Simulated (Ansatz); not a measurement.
This cell of Ca₂Si (space group Pnma) is off equilibrium:

```xyz
12
Lattice="7.2725 0.0000 0.0000 0.0000 4.7491 0.0000 0.0000 0.0000 8.8145" Properties=species:S:1:pos:R:3 pbc="T T T"
Ca     2.4268     3.5618     0.6837
Ca     4.8457     1.1873     8.1308
Ca     1.2094     1.1873     5.0910
Ca     6.0630     3.5618     3.7235
Ca     0.1554     1.1873     1.5903
Ca     7.1171     3.5618     7.2242
Ca     3.4808     3.5618     5.9976
Ca     3.7916     1.1873     2.8169
Si     5.5566     1.1873     5.3285
Si     1.7159     3.5618     3.4860
Si     5.3522     3.5618     0.9212
Si     1.9203     1.1873     7.8933
```

Calculation: LDA (plane waves to 420 eV, PAW, scalar-relativistic; Ansatz, a first-principles code). k mesh 4×6×3 (Γ-centred), Fermi-Dirac smearing 0.05 eV. Compression counts positive. Ca2Si was relaxed with its symmetry unable to fall.

Task: Predict the force on every atom, in eV/Å.

Result: 
| atom | Fx | Fy | Fz |
|---|---|---|---|
| Ca1 | 0.156 | 0.000 | -0.104 |
| Ca2 | -0.156 | 0.000 | 0.104 |
| Ca3 | -0.156 | 0.000 | -0.104 |
| Ca4 | 0.156 | 0.000 | 0.104 |
| Ca5 | -0.094 | 0.000 | 0.203 |
| Ca6 | 0.094 | 0.000 | -0.203 |
| Ca7 | 0.094 | 0.000 | 0.203 |
| Ca8 | -0.094 | 0.000 | -0.203 |
| Si9 | -0.349 | 0.000 | -0.057 |
| Si10 | 0.349 | 0.000 | 0.057 |
| Si11 | 0.349 | 0.000 | -0.057 |
| Si12 | -0.349 | 0.000 | 0.057 |

Task: What is the stress tensor (GPa)?

Result: 
```
   0.76     0.00     0.00
   0.00    -0.09     0.00
   0.00     0.00    -0.33
```
The pressure, a third of the trace, is 0.12 GPa.

(For displaced atoms, the force is minus the slope of the energy, and its curvature is a force constant, which sets phonon frequencies.)
